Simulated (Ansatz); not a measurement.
ZrSiRu:
```
ZrSiRu
1.0
    6.68057     0.00000     0.00000
   -3.34028     5.78554     0.00000
    0.00000     0.00000     3.69463
Ru Zr Si
3 3 3
Direct
  0.24386   0.00000   0.00000
  0.75614   0.75614   0.00000
  0.00000   0.24386   0.00000
  0.58476   0.00000   0.50000
  0.41524   0.41524   0.50000
  0.00000   0.58476   0.50000
  0.00000   0.00000   0.50000
  0.33333   0.66667   0.00000
  0.66667   0.33333   0.00000
```

Relaxed with r²SCAN.

Map the valence electron density (e/Å³), cut off at 2 on the plane through (0.244, 0.000, 0.000) spanned by u = [1, 0, 0] and v = [0, 0, 1] in lattice vectors, from plane-wave PAW r²SCAN (Ansatz code).

x is the fraction of u, y of v (the angle between them is 90°; rows are the nearest grid lines); atoms in the plane: Ru at (0.00, 0.00), Zr at (0.34, 0.50), Si at (0.76, 0.50).
```
y \ x   0.000  0.0909  0.182  0.273  0.364  0.455  0.545  0.636  0.727  0.818  0.909   1.00
------  -----  ------  -----  -----  -----  -----  -----  -----  -----  -----  -----  -----
1.00     2.00    2.00  0.371  0.178  0.129  0.164  0.258  0.338  0.282  0.366   2.00   2.00
0.944    2.00    2.00  0.359  0.179  0.130  0.164  0.255  0.334  0.288  0.363   2.00   2.00
0.833    2.00    1.38  0.301  0.213  0.189  0.182  0.242  0.329  0.349  0.381   1.42   2.00
0.778    1.65   0.651  0.276  0.340  0.417  0.228  0.238  0.345  0.403  0.414  0.731   1.65
0.667   0.320   0.241  0.279   1.77   2.00  0.658  0.239  0.392  0.386  0.437  0.402  0.320
0.611   0.228   0.180  0.315   2.00   2.00   1.13  0.239  0.399  0.236  0.344  0.368  0.228
0.556   0.193   0.152  0.357   2.00   2.00   1.56  0.239  0.389  0.111  0.239  0.353  0.193
0.444   0.193   0.152  0.357   2.00   2.00   1.56  0.239  0.389  0.111  0.239  0.353  0.193
0.389   0.228   0.180  0.315   2.00   2.00   1.13  0.239  0.399  0.236  0.344  0.368  0.228
0.333   0.320   0.241  0.279   1.77   2.00  0.658  0.239  0.392  0.386  0.437  0.402  0.320
0.222    1.65   0.651  0.276  0.340  0.417  0.228  0.238  0.345  0.403  0.414  0.731   1.65
0.167    2.00    1.38  0.301  0.213  0.189  0.182  0.242  0.329  0.349  0.381   1.42   2.00
0.0556   2.00    2.00  0.359  0.179  0.130  0.164  0.255  0.334  0.288  0.363   2.00   2.00
0.000    2.00    2.00  0.371  0.178  0.129  0.164  0.258  0.338  0.282  0.366   2.00   2.00
```

The density is the valence pseudo-density with augmentation charge, so density and ELF within about 1 Å of a nucleus are not all-electron values.

Space group P-62m. The workflow started from an entry of the Crystallography Open Database (COD). Its standing as an ambient phase is unchecked. The r²SCAN relaxation kept the symmetry of its start; whether a distortion lowers the energy is not shown. No spin polarisation was allowed.

Potentials: the later of the program's two PAW sets.
